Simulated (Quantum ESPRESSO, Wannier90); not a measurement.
Wannier functions of CuI (Pc)

Structure: Materials Project mp-22895, symmetrised, not relaxed again. Not found in the COD (Crystallography Open Database) copy used, which has the formula in other groups; not checked further. The atoms lie within 0.1 Å of the higher space group F-43m. Level: LDA, no spin polarisation, no spin-orbit coupling; pw.x of Quantum ESPRESSO at 74 Ry with PseudoDojo potentials, 4×4×4 k-points, Wannier90. Density: 8×6×4 mesh, Gaussian smearing 0.01 Ry. A non-magnetic state is assumed, with no Hubbard U; filled 3d bands tend to lie too high at this level. Spin-orbit coupling is left out although heavy elements are present.

On the energy scale of pw.x, whose zero is arbitrary, the valence-band maximum lies at 6.76 eV.

Input w.win:

```
num_bands = 36
num_wann = 36
exclude_bands = 1-16,53-74
num_iter = 1000
conv_tol = 1.0e-6
conv_window = 4
write_hr = true
write_u_matrices = true
auto_projections = true
begin unit_cell_cart
ang
   -4.2537400000    0.0000000000    0.0000000000
    0.0045370000    0.0000000000    6.0158250000
    0.0000000000    8.5118600000    0.0000000000
end unit_cell_cart
begin atoms_frac
Cu  -0.4576700000  0.2669800000 -0.3736000000
Cu   0.0423300000 -0.2330200000  0.3736000000
Cu  -0.4695900000  0.2695800000  0.1239200000
Cu   0.0304100000 -0.2304200000 -0.1239200000
I    0.0414000000  0.0170700000 -0.3751700000
I   -0.4586000000 -0.4829300000  0.3751700000
I    0.0316600000  0.0192800000  0.1252600000
I   -0.4683400000 -0.4807200000 -0.1252600000
end atoms_frac
mp_grid = 4 4 4
begin kpoints
0.0000000000 0.0000000000 0.0000000000
0.0000000000 0.0000000000 0.2500000000
0.0000000000 0.0000000000 0.5000000000
... (61 more lines: the 4x4x4 mesh through Gamma)
end kpoints
```

Input of pw2wannier90.x that gives the overlap and projection files (equivalent; here they were cut from one run over all bands):

```
&inputpp
  outdir = './out'
  prefix = 'pwscf'
  seedname = 'w'
  write_amn = .true.
  write_mmn = .true.
  scdm_proj = .true.
  scdm_entanglement = 'isolated'
/
```

Output w.wout (banner and timings cut):

```
                                    ------
                                    SYSTEM
                                    ------

                              Lattice Vectors (Ang)
                    a_1    -4.253740   0.000000   0.000000
                    a_2     0.004537   0.000000   6.015825
                    a_3     0.000000   8.511860   0.000000

                   Unit Cell Volume:     217.81642  (Ang^3)

                        Reciprocal-Space Vectors (Ang^-1)
                    b_1    -1.477097   0.000000   0.001114
                    b_2     0.000000  -0.000000   1.044443
                    b_3     0.000000   0.738168  -0.000000

 *----------------------------------------------------------------------------*
 |   Site       Fractional Coordinate          Cartesian Coordinate (Ang)     |
 +----------------------------------------------------------------------------+
 | cu   1  -0.45767   0.26698  -0.37360   |    1.94802  -3.18003   1.60610    |
 | cu   2   0.04233  -0.23302   0.37360   |   -0.18112   3.18003  -1.40181    |
 | cu   3  -0.46959   0.26958   0.12392   |    1.99874   1.05479   1.62175    |
 | cu   4   0.03041  -0.23042  -0.12392   |   -0.13040  -1.05479  -1.38617    |
 | i    1   0.04140   0.01707  -0.37517   |   -0.17603  -3.19339   0.10269    |
 | i    2  -0.45860  -0.48293   0.37517   |    1.94857   3.19339  -2.90522    |
 | i    3   0.03166   0.01928   0.12526   |   -0.13459   1.06620   0.11599    |
 | i    4  -0.46834  -0.48072  -0.12526   |    1.99002  -1.06620  -2.89193    |
 *----------------------------------------------------------------------------*
                                ------------
                                K-POINT GRID
                                ------------

             Grid size =  4 x  4 x  4      Total points =   64

 *---------------------------------- MAIN ------------------------------------*
 |  Number of Wannier Functions               :                36             |
 |  Number of Objective Wannier Functions     :                36             |
 |  Number of input Bloch states              :                36             |
 |  Output verbosity (1=low, 5=high)          :                 1             |
 |  Timing Level (1=low, 5=high)              :                 1             |
 |  Optimisation (0=memory, 3=speed)          :                 3             |
 |  Length Unit                               :               Ang             |
 |  Post-processing setup (write *.nnkp)      :                 F             |
 |  Using Gamma-only branch of algorithms     :                 F             |
 *----------------------------------------------------------------------------*
 *------------------------------- WANNIERISE ---------------------------------*
 |  Total number of iterations                :              1000             |
 |  Number of CG steps before reset           :                 5             |
 |  Trial step length for line search         :             2.000             |
 |  Convergence tolerence                     :         0.100E-05             |
 |  Convergence window                        :                 4             |
 |  Iterations between writing output         :                 1             |
 |  Iterations between backing up to disk     :               100             |
 |  Write r^2_nm to file                      :                 F             |
 |  Write xyz WF centres to file              :                 F             |
 |  Write on-site energies <0n|H|0n> to file  :                 F             |
 |  Use guiding centre to control phases      :                 F             |
 |  Use phases for initial projections        :                 F             |
 *----------------------------------------------------------------------------*
 *-------------------------------- PLOTTING ----------------------------------*
 |  Plotting Hamiltonian in WF basis          :                 T             |
 *----------------------------------------------------------------------------*

 *---------------------------------- K-MESH ----------------------------------*
 +----------------------------------------------------------------------------+
 |                    Distance to Nearest-Neighbour Shells                    |
 |                    ------------------------------------                    |
 |          Shell             Distance (Ang^-1)          Multiplicity         |
 |          -----             -----------------          ------------         |
 |             1                   0.184542                      2            |
 |             2                   0.261111                      2            |
 |             3                   0.319741                      4            |
 |             4                   0.369084                      2            |
 |             5                   0.369274                      2            |
 |             6                   0.412819                      4            |
 |             7                   0.452103                      2            |
 |             8                   0.452108                      4            |
       ... (lines left out)
 +----------------------------------------------------------------------------+
 | The b-vectors are chosen automatically                                     |
 | SVD found small singular value, Rejecting this shell and trying the next   |
 | SVD found small singular value, Rejecting this shell and trying the next   |
 | The following shells are used:                       1,  2,  5,  7         |
 +----------------------------------------------------------------------------+
 |                        Shell   # Nearest-Neighbours                        |
 |                        -----   --------------------                        |
 |                          1               2                                 |
 |                          2               2                                 |
 |                          3               2                                 |
 |                          4               2                                 |
 +----------------------------------------------------------------------------+
 | Completeness relation is fully satisfied [Eq. (B1), PRB 56, 12847 (1997)]  |
 +----------------------------------------------------------------------------+
 |                  b_k Vectors (Ang^-1) and Weights (Ang^2)                  |
 |                  ----------------------------------------                  |
 |            No.         b_k(x)      b_k(y)      b_k(z)        w_b           |
 |            ---        --------------------------------     --------        |
 |             1         0.000000    0.184542    0.000000    14.681796        |
 |             2         0.000000   -0.184542    0.000000    14.681796        |
 |             3         0.000000    0.000000    0.261111     7.329751        |
 |             4         0.000000    0.000000   -0.261111     7.329751        |
 |             5        -0.369274    0.000000    0.000278     3.662762        |
 |             6         0.369274    0.000000   -0.000278     3.662762        |
 |             7        -0.369274    0.000000   -0.260832     0.003911        |
 |             8         0.369274    0.000000    0.260832     0.003911        |
 +----------------------------------------------------------------------------+
 |                           b_k Directions (Ang^-1)                          |
 |                           -----------------------                          |
 |            No.           x           y           z                         |
 |            ---        --------------------------------                     |
 |             1         0.000000    0.184542    0.000000                     |
 |             2         0.000000    0.000000    0.261111                     |
 |             3        -0.369274    0.000000    0.000278                     |
 |             4        -0.369274    0.000000   -0.260832                     |
 +----------------------------------------------------------------------------+

 Starting a new Wannier90 calculation ...

 Reading overlaps from w.mmn

 Reading projections from w.amn

 *------------------------------- WANNIERISE ---------------------------------*
 +--------------------------------------------------------------------+<-- CONV
 | Iter  Delta Spread     RMS Gradient      Spread (Ang^2)            |<-- CONV
 +--------------------------------------------------------------------+<-- CONV

 ------------------------------------------------------------------------------
 Initial State
  WF centre and spread    1  ( -0.161884,  3.172284, -1.398197 )     0.76021907
  WF centre and spread    2  ( -2.260110,  1.022304,  1.625231 )     0.75234718
  WF centre and spread    3  ( -0.131390, -1.090417, -1.379831 )     0.73932438
  WF centre and spread    4  (  1.903394, -3.075939,  1.695542 )     1.22066532
  WF centre and spread    5  (  1.965019, -3.110078,  1.676653 )     1.08903013
  WF centre and spread    6  ( -0.200144,  3.200695, -1.426185 )     0.75582840
  WF centre and spread    7  ( -0.162791, -1.015184, -1.397025 )     0.74260401
  WF centre and spread    8  (  2.012297,  1.082672,  1.602831 )     0.74324849
  WF centre and spread    9  ( -0.185175,  3.170011, -1.408194 )     0.67607095
  WF centre and spread   10  (  1.961807, -3.001582,  1.836946 )     1.47641624
  WF centre and spread   11  (  1.996857,  1.043756,  1.599711 )     0.67690850
  WF centre and spread   12  ( -0.119832, -1.076987, -1.387586 )     0.67031980
  WF centre and spread   13  (  1.979686,  1.023754,  1.614618 )     0.70291062
  WF centre and spread   14  (  1.912301, -3.095851,  1.659184 )     1.00580285
  WF centre and spread   15  ( -0.108398, -1.011878, -1.391075 )     0.70517326
  WF centre and spread   16  ( -0.188376,  3.208701, -1.403271 )     0.77783348
  WF centre and spread   17  (  2.005987,  1.075168,  1.645412 )     0.68281708
  WF centre and spread   18  (  1.875994, -2.786849,  1.820868 )     1.88192453
  WF centre and spread   19  ( -0.139472, -1.058272, -1.411177 )     0.68845926
  WF centre and spread   20  ( -0.172666,  3.162899, -1.407482 )     0.66466954
  WF centre and spread   21  (  1.992351, -2.659324,  1.934345 )     2.08764466
  WF centre and spread   22  ( -0.739831,  1.068408,  0.530231 )     1.68388169
  WF centre and spread   23  (  1.355550, -1.100022, -2.500101 )     1.59568328
  WF centre and spread   24  ( -1.704120,  3.194784, -2.476501 )     1.66586098
  WF centre and spread   25  (  1.331958,  3.137742, -2.507664 )     1.67343984
  WF centre and spread   26  ( -1.625219, -1.137053, -2.506698 )     1.54806861
  WF centre and spread   27  ( -0.792527, -3.210610,  0.484511 )     1.68207246
  WF centre and spread   28  (  0.477925,  1.090958,  0.548702 )     1.66781296
  WF centre and spread   29  ( -0.073407, -3.778131, -0.282086 )     1.91759586
  WF centre and spread   30  ( -0.121635, -2.587767, -0.269894 )     1.80240633
  WF centre and spread   31  ( -0.154499,  1.626659, -0.303092 )     1.81444025
  WF centre and spread   32  (  1.978418,  2.698015,  2.631751 )     1.90943338
  WF centre and spread   33  (  1.999779, -0.558478,  2.645183 )     1.78503147
  WF centre and spread   34  ( -0.112401,  0.482096, -0.263459 )     1.86379422
  WF centre and spread   35  (  1.919733,  3.912333,  2.783574 )     2.52644738
  WF centre and spread   36  (  0.435429, -3.067650,  0.697766 )     2.79590060
  Sum of centres and spreads ( 19.950610, -0.048833,  3.913538 )    47.43208705

      0     0.474E+02     0.0000000000       47.4320870533  <-- CONV
        O_D=      0.0252853 O_OD=     12.1552604 O_TOT=     47.4320871 <-- SPRD
 ------------------------------------------------------------------------------
      1    -0.174E+01     1.8121067373       45.6950739348  <-- CONV
        O_D=      0.0270085 O_OD=     10.4165241 O_TOT=     45.6950739 <-- SPRD
      2    -0.101E+01     1.7710371646       44.6831349995  <-- CONV
        O_D=      0.0226952 O_OD=      9.4088984 O_TOT=     44.6831350 <-- SPRD
      3    -0.782E+00     1.6428152406       43.9008254644  <-- CONV
        O_D=      0.0120633 O_OD=      8.6372208 O_TOT=     43.9008255 <-- SPRD
      4    -0.537E+00     1.4421201980       43.3635710510  <-- CONV
        O_D=      0.0141988 O_OD=      8.0978309 O_TOT=     43.3635711 <-- SPRD
      5    -0.346E+00     1.1522430026       43.0170893707  <-- CONV
        O_D=      0.0127840 O_OD=      7.7527641 O_TOT=     43.0170894 <-- SPRD
       ... (lines left out)
    100    -0.696E-05     0.0044808595       39.9266939725  <-- CONV
        O_D=      0.0056113 O_OD=      4.6695413 O_TOT=     39.9266940 <-- SPRD
       ... (lines left out)
    179    -0.977E-06     0.0017510281       39.9265319794  <-- CONV
        O_D=      0.0056122 O_OD=      4.6693785 O_TOT=     39.9265320 <-- SPRD
    180    -0.981E-06     0.0017299169       39.9265309983  <-- CONV
        O_D=      0.0056123 O_OD=      4.6693773 O_TOT=     39.9265310 <-- SPRD
    181    -0.963E-06     0.0026251633       39.9265300357  <-- CONV
        O_D=      0.0056122 O_OD=      4.6693765 O_TOT=     39.9265300 <-- SPRD
             <<<     Delta < 1.000E-06  over  4 iterations     >>>
             <<< Wannierisation convergence criteria satisfied >>>
 Final State
  WF centre and spread    1  ( -0.150649,  3.172916, -1.385416 )     0.61742706
  WF centre and spread    2  ( -2.271447,  1.030298,  1.635794 )     0.61475369
  WF centre and spread    3  ( -0.116594, -1.081126, -1.368095 )     0.60509265
  WF centre and spread    4  (  1.955363, -3.203359,  1.613734 )     0.60859979
  WF centre and spread    5  (  1.963871, -3.177312,  1.577811 )     0.61819911
  WF centre and spread    6  ( -0.196412,  3.184073, -1.427421 )     0.62551576
  WF centre and spread    7  ( -0.151547, -1.035000, -1.398293 )     0.61697915
  WF centre and spread    8  (  2.023141,  1.073517,  1.620195 )     0.59999126
  WF centre and spread    9  ( -0.179367,  3.175543, -1.406575 )     0.58132905
  WF centre and spread   10  (  1.943759, -3.181150,  1.634009 )     0.61817542
  WF centre and spread   11  (  1.992861,  1.052607,  1.607467 )     0.58507111
  WF centre and spread   12  ( -0.123015, -1.069739, -1.379115 )     0.58897812
  WF centre and spread   13  (  1.986774,  1.034547,  1.611547 )     0.61621171
  WF centre and spread   14  (  1.958332, -3.170749,  1.601194 )     0.58054120
  WF centre and spread   15  ( -0.116105, -1.024840, -1.385384 )     0.60558185
  WF centre and spread   16  ( -0.203891,  3.200357, -1.388222 )     0.61779286
  WF centre and spread   17  (  2.009040,  1.082673,  1.634959 )     0.61486646
  WF centre and spread   18  (  1.918759, -3.166507,  1.605024 )     0.60402603
  WF centre and spread   19  ( -0.144362, -1.062535, -1.398674 )     0.61440180
  WF centre and spread   20  ( -0.175048,  3.166332, -1.399982 )     0.58714388
  WF centre and spread   21  (  1.986132, -1.646350,  2.712923 )     1.76118507
  WF centre and spread   22  ( -0.716264,  1.062109,  0.527662 )     1.71179905
  WF centre and spread   23  (  1.408341, -1.062354, -2.480213 )     1.71152908
  WF centre and spread   24  ( -1.723183,  3.194461, -2.492014 )     1.71380600
  WF centre and spread   25  (  1.365593,  3.189069, -2.499607 )     1.71347101
  WF centre and spread   26  ( -1.681506, -1.067712, -2.489032 )     1.71325192
  WF centre and spread   27  ( -0.758985, -3.189235,  0.508326 )     1.71357626
  WF centre and spread   28  (  0.447590,  1.067761,  0.518962 )     1.71315365
  WF centre and spread   29  ( -0.175270, -3.772787, -0.304770 )     1.76426974
  WF centre and spread   30  ( -0.168189, -2.611764, -0.304879 )     1.76404644
  WF centre and spread   31  ( -0.143176,  1.646289, -0.295077 )     1.76130369
  WF centre and spread   32  (  1.960939,  2.611761,  2.703048 )     1.76385014
  WF centre and spread   33  (  1.993500, -0.483920,  2.713542 )     1.76143696
  WF centre and spread   34  ( -0.135695,  0.483836, -0.294243 )     1.76137176
  WF centre and spread   35  (  1.953701,  3.772836,  2.703209 )     1.76441484
  WF centre and spread   36  (  0.405913, -3.194494,  0.515983 )     1.71338645
  Sum of centres and spreads ( 19.942906,  0.000054,  3.948376 )    39.92653004

         Spreads (Ang^2)       Omega I      =    35.251541332
        ================       Omega D      =     0.005612241
                               Omega OD     =     4.669376463
    Final Spread (Ang^2)       Omega Total  =    39.926530036
```
